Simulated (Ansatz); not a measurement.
The relaxed structure here is a generated cell of VSi2: the first start was made by a random draw of sites in a space group, and the end was not matched to a known phase here, so it may be hypothetical.

A relaxed structure of VSi2. Space group P6/mmm (No. 191). Level of theory: PBEsol (plane waves to 420 eV, PAW, scalar-relativistic; Ansatz, a quantum-chemistry and plane-wave program).

Space group P6/mmm (No. 191); a = b = 7.9206 Å, c = 2.5792 Å, α = β = 90.00°, γ = 120.00°

```json
[
 {"atom": "Si", "site": "6l", "symmetry": "mm2", "x": "0.1823", "y": "0.3647", "z": "0.0000"},
 {"atom": "V", "site": "1a", "symmetry": "6/mmm", "x": "0.0000", "y": "0.0000", "z": "0.0000"},
 {"atom": "V", "site": "2d", "symmetry": "-6m2", "x": "0.3333", "y": "0.6667", "z": "0.5000"}
]
```

| Item | Value |
|---|---|
| Volume per atom | 15.57 Å³ |
| Band gap | no gap (metallic) |
| Magnetic moment | zero (the starting moments vanished) |
| Shortest distances | Si–V 2.44 Å; Si–Si 2.50 Å; V–V 2.58 Å |
| k-mesh | 7×7×18 |

Band energies at high-symmetry points (eV from the Fermi level; labels of this space group; no spin-orbit coupling), from −5 eV up to 1.8 eV:

```tsv
point	energies
Γ	-3.78 -3.35 -3.35 -2.70 -2.70 -2.20 -2.20 -1.87 -1.79 -1.42 -0.15 -0.15 1.72 1.72 1.74 1.74
M	-4.88 -4.73 -4.21 -2.88 -2.75 -2.15 -1.60 -1.40 -1.22 -0.91 -0.43 0.27 0.30 1.46 1.70 1.73 1.75 1.76
K	-4.70 -4.70 -4.22 -3.07 -3.07 -1.70 -1.70 -1.59 -1.17 -1.17 -0.08 0.62 0.63 0.63 1.72 1.72 1.72
A	-3.10 -3.10 -2.94 -2.83 -2.40 -2.33 -2.33 -1.94 -1.94 -0.86 -0.86 -0.45 0.15 0.22 0.22 1.36 1.36 1.54 1.54
L	-4.76 -4.71 -3.71 -3.62 -3.09 -3.08 -2.51 -2.28 -2.22 -1.39 -1.15 -1.11 -0.84 -0.67 0.28 0.42 1.24 1.34 1.40 1.42
H	-4.65 -4.65 -3.68 -3.42 -3.42 -3.28 -2.37 -2.37 -2.12 -1.14 -1.14 -1.00 -1.00 -0.84 -0.01 1.13 1.13 1.47 1.47
```

No spin polarisation in the result: the starting moments vanished. The relaxed primitive cell holds an odd number of electrons. A magnetic state may lie lower.

The run could not lose the symmetry of its start; a randomly shaken copy of 9 atoms returns to this structure.
